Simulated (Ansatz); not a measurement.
**Phonon dispersion of Al3GaN4**

All numbers below come from DFT LDA, scalar-relativistic, plane waves, PAW (Ansatz 0.2.0). Cutoff 420 eV, 8×8×8 k-points (Γ-centred), fixed occupations. No spin polarisation. Phonons by linear response, acoustic sum rule imposed.

The cell, relaxed at this level:
```
CELL_PARAMETERS angstrom
4.37022 0.00000 0.00000
0.00000 4.37022 0.00000
0.00000 0.00000 4.37022
ATOMIC_POSITIONS crystal
Al 0.50000 0.50000 0.00000
Al 0.50000 0.00000 0.50000
Al 0.00000 0.50000 0.50000
Ga 0.00000 0.00000 0.00000
N 0.74489 0.74489 0.25511
N 0.74489 0.25511 0.74489
N 0.25511 0.74489 0.74489
N 0.25511 0.25511 0.25511
```

Force constants from linear response on a 4×4×4 q mesh.

(1) Is the structure dynamically stable on the q mesh?

(2) Give the frequencies (cm⁻¹) at the points of high symmetry.

## Answers

(1) Yes, on this mesh: no mode is imaginary.

(2)
| point | q | frequencies |
| --- | --- | --- |
| X | 0.000 0.500 0.000 | 180 180 226 240 240 354 355 367 369 369 476 476 621 621 648 664 671 671 678 678 698 723 801 832 |
| M | 0.500 0.500 0.000 | 177 177 224 235 235 349 349 360 400 400 449 458 604 604 656 665 670 680 683 683 738 756 756 763 |
| R | 0.500 0.500 0.500 | 159 159 159 219 219 224 224 224 492 492 492 585 616 616 616 658 658 658 666 666 713 728 728 728 |

Whether Al3GaN4 exists in this form wasn't checked.

Cost: 1 run of about 92 core-minutes, on Oxide Virtual Turin-like Processor (Zen 5) (shared hosts).